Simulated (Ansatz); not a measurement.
A distorted cell of InAs (zinc blende):

```
CELL_PARAMETERS angstrom
      0.00000     3.05455     3.05455
      3.05455     0.00000     3.05455
      3.05455     3.05455     0.00000
ATOMIC_POSITIONS crystal
  As 0.75000 0.75000 0.75000
  In 0.14241 0.85759 0.85759
```

All values below come from r2SCAN (plane waves to 500 eV, PAW, scalar-relativistic; Ansatz, a program for electronic structure). k mesh 8×8×8 (Γ-centred), Fermi-Dirac smearing 0.05 eV. Energies are smeared free energies. Stress and pressure are positive under compression. As the smearing reaches across the gap at some points, energies and forces of such displacements shift with the k mesh and the smearing. InAs was relaxed with its symmetry unable to fall.

Q: Predict the force on every atom, in eV/Å.

A: 
| atom | Fx | Fy | Fz |
|---|---|---|---|
| As1 | -3.708 | 0.000 | 0.000 |
| In2 | 3.708 | 0.000 | 0.000 |

Q: Give the stress tensor in GPa and the pressure.

A: 
```
    0.5      0.0      0.0
    0.0     17.8     19.7
    0.0     19.7     17.8
```
The pressure, a third of the trace, is 12.0 GPa.

Q: In it atom 2 sits (-0.870, 0.000, 0.000) Å away from its relaxed site. What is its energy relative to the relaxed cell?

A: 2152 meV/cell.

(A displaced cell: forces are minus the slopes of the energy, force constants its curvatures, and phonons follow from these.)
